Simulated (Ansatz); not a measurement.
A geometry of Nb away from equilibrium: step 2 of the relaxation of a relaxed Nb cell, doubled along one cell vector, shaken by Gaussian noise of σ = 0.08 Å a coordinate. Calculation: PBEsol (plane waves to 420 eV, PAW, scalar-relativistic; Ansatz, a quantum-chemistry and plane-wave program). Γ-centred k-mesh 14×14×9 on the run's cell (coarser than for final values), Fermi–Dirac smearing 0.05 eV.

```xyz
2
Lattice="-1.3501 1.3539 2.4244 1.3463 -1.3509 2.4206 2.7115 2.7131 -4.8454" Properties=species:S:1:pos:R:3:forces:R:3 pbc="T T T" free_energy=-8990.580 pressure_GPa=1.3
Nb     0.0142    -0.0321    -0.0499    0.5051   -0.2811    0.3901
Nb     1.4190     1.2959    -2.3924   -0.5051    0.2811   -0.3901
```

Positions in Å, forces in eV/Å, free energy of the cell in eV (comparable only within this code, potentials and settings). Largest force: 0.70 eV/Å, on Nb1, Nb2 (atoms numbered as listed); the geometry lies 0.17 eV/atom above the end of its relaxation.

No spin polarisation in the result.

The run could not lose the symmetry of its start.

Of the parent cell (I4/mmm (No. 139)): it is a generated cell of Nb: the first start was made by placing the elements on the sites of a structure type, and the end was not matched to a known phase here, so it may be hypothetical. Known forms of Nb include space group No. 229.
